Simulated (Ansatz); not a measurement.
System: Tl2Ga (fluorite prototype, strained and with displaced atoms), 3 atoms in the cell.

Method: Ansatz 0.2.0 development build, PBE with spin–orbit coupling, plane waves, PAW datasets (generated hard set).

Cutoff 700 eV; k-mesh 2×2×2 shifted by (0.5, 0.5, 0.5) steps; Fermi–Dirac smearing of 0.15 eV.

```xyz
3
Lattice="-3.2746 -0.1436 3.0212 0.1533 3.1172 3.0309 -3.1313 2.9642 -0.0003" Properties=species:S:1:pos:R:3:forces:R:3 pbc="T T T" pressure_GPa=28.49
Ga   -1.5146    3.2540    4.0742    0.6404    0.1931   -0.1806
Tl   -3.0757    4.7881    5.5797    0.6967   -0.0341    1.1468
Tl   -6.0137    7.7865    8.6168   -1.3371   -0.1590   -0.9662
```

Forces are in eV/Å.

| Item | Value |
| --- | --- |
| Largest force | 1.657 eV/Å on Tl3 |
| Smearing term TS | 45.0 meV/atom |
| Gap on the mesh | none (metallic) |
| Valence electrons | 63 |
| Irreducible k-points | 4 |
| CPU time | of the order of 30 core-seconds on a shared host |

The stress includes the program's correction for the finite plane-wave basis.

The k-mesh is coarse, so these values belong to this mesh and can lie far from the converged ones. The elements were drawn onto a prototype; most such cells aren't known phases.
